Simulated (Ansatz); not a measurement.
**TiHg: strain energy, fitted**

TiHg, P4/mmm, a = 2.985 Å, c = 4.109 Å. The structure is a COD entry; whether it is the stable form wasn't checked. Ansatz: r2SCAN, PAW, 500 eV, Γ-centred 14×14×10 mesh on 2 atoms, Gaussian smearing 0.10 eV; no spin polarisation. Series: shear of c along a, cell held, atoms fixed by symmetry; x is the strain in per cent (engineering shear). y is the free energy over the unstrained cell, V0 = 18.303 Å³/atom. Symmetry makes y even in x.

```
x (%) y (meV/atom)
  0.0          0.00
  1.0          0.45
  2.0          1.79
  3.0          4.04
  4.0             ?
  6.0         16.09
```

Task: Fit y = c2 x² + c4 x⁴ to the other rows, turn c2 into a modulus, and predict the missing energy.

Result: Least squares on the rows shown. y = 0.44912 x² − 6.0474×10⁻⁵ x⁴. In eV per unit strain² c2 is 4.491; this is the shear stiffness (E = ½ C V0 γ²): 2 × 4.491 × 160.2 / (18.303) = 79 GPa. At x = 4.0 the fit asked for gives 7.17 meV/atom. The run gave 7.17 meV/atom, the same to the digits shown.

Spin–orbit coupling is left out, which can shift energies with elements as heavy as these.